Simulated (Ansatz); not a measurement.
Problem. Bulk modulus by a P(V) fit from LDA minus that from PBE (% of the latter), each on its own relaxed cell (Ansatz, a first-principles code, plane waves, PAW; no spin–orbit coupling, no Hubbard U), over 93 phases of the class «intermetallics»: what sign and size do you expect?

Solution. Mean 25 %, median 22 %, mean absolute 25 %; eight in ten lie between 15 and 36 %, and 100 % are above zero.

Some cases that may be named, with their rank among the 93 from the lowest: ScAl3, Cu3Au type 12 % (rank 2); Al2Pt, fluorite or antifluorite type 12 % (rank 3); AlNi, CsCl type 17 % (rank 21); TiPt3, Cu3Au type 20 % (rank 41); InPd, CsCl type 36 % (rank 82); ZnAu, CsCl type 36 % (rank 84).

The phases are those computed here (of each formula those with measured values and the lowest at some level), not a balanced benchmark, and neither functional is the truth. Pairs that end in unlike spin orders or unlike minima (c/a over 6 % apart, 30 % for weakly bound crystals), magnets with 4f shells, solids of gases and phases set aside for tests are left out.

Began spin-polarised and lost the moments: AlNi, CsCl type with PBE. All cells were relaxed under the symmetry of their starts (and spin orders); stability against distortions was not tested throughout. Named crystals with no word on spin ran without spin polarisation. Spin–orbit coupling is left out wherever it is not named.

Potentials: the later of the program's two PAW sets.

Ansatz is a plane-wave DFT program.
